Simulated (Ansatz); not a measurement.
The relaxed structure here is a generated cell of AlRu: the first start was made by placing the elements on the sites of a structure type, and the end was not matched to a known phase here, so it may be hypothetical.

One stationary structure of AlRu. Method: PBE (plane waves to 420 eV, PAW, scalar-relativistic; Ansatz, a first-principles code).

```cif
data_AlRu
_chemical_formula_sum 'Ru1 Al1'
_space_group_name_H-M_alt 'P 1'
_space_group_IT_number 1
_cell_length_a 3.54444
_cell_length_b 3.54444
_cell_length_c 3.54444
_cell_angle_alpha 131.126
_cell_angle_beta 108.550
_cell_angle_gamma 91.384
loop_
_space_group_symop_operation_xyz
  'x, y, z'
loop_
_atom_site_label
_atom_site_type_symbol
_atom_site_fract_x
_atom_site_fract_y
_atom_site_fract_z
_atom_site_occupancy
Ru1 Ru 0.00000 0.50000 0.50000 1
Al1 Al 0.50000 0.00000 0.50000 1
```

Problem. Find the space group and the Wyckoff positions (tolerance 0.01 Å).

Solution. Space group Immm (No. 71); a = 2.933 Å, b = 4.139 Å, c = 4.952 Å, α = β = γ = 90.00°

| atom | site | symmetry | x | y | z |
|---|---|---|---|---|---|
| Ru | 2b | mmm | 0.5000 | 0.0000 | 0.0000 |
| Al | 2d | mmm | 0.0000 | 0.5000 | 0.0000 |

Problem. Give the shortest distances between elements (the closest pairs, up to four, under 3.6 Å).

Solution. Al–Ru 2.48 Å; Ru–Ru 2.93 Å; Al–Al 2.93 Å.

```json
{
  "volume_per_atom": "15.03 Å³",
  "band_gap": "no gap (metallic)"
}
```

No spin polarisation in the result.

The run could not lose the symmetry of its start: the end is stationary, and may be a saddle point rather than a minimum.
